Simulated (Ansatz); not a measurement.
# WS2 with oxygen replacing S: what each run costs

WS2 with oxygen replacing S, neutral cell. Cell: 54 atoms, space group P3m1, a = 9.540 Å, b = 9.540 Å, c = 12.500 Å, α = 90.00°, β = 90.00°, γ = 120.00°.

All runs are DFT with Ansatz 0.2.0 on 4 threads of Arm Neoverse V1 (aarch64; 8 cores open to the job, memory cap 8.0 GiB, no GPU), a shared host.

(1) Rank the runs by wall time, shortest first.
A. single point, PBE, 420 eV, 3×3×2 k-points, smearing 0.01 eV
B. single point at relaxed positions, r2SCAN, 500 eV, 3×3×2 k-points, smearing 0.01 eV
C. relaxation of the ions, PBE, 420 eV, 3×3×2 k-points, smearing 0.01 eV

## Answers

(1) A (96 s, 5.4 GiB), B (3.7 min, 5.6 GiB), C (6 min, 6.1 GiB).
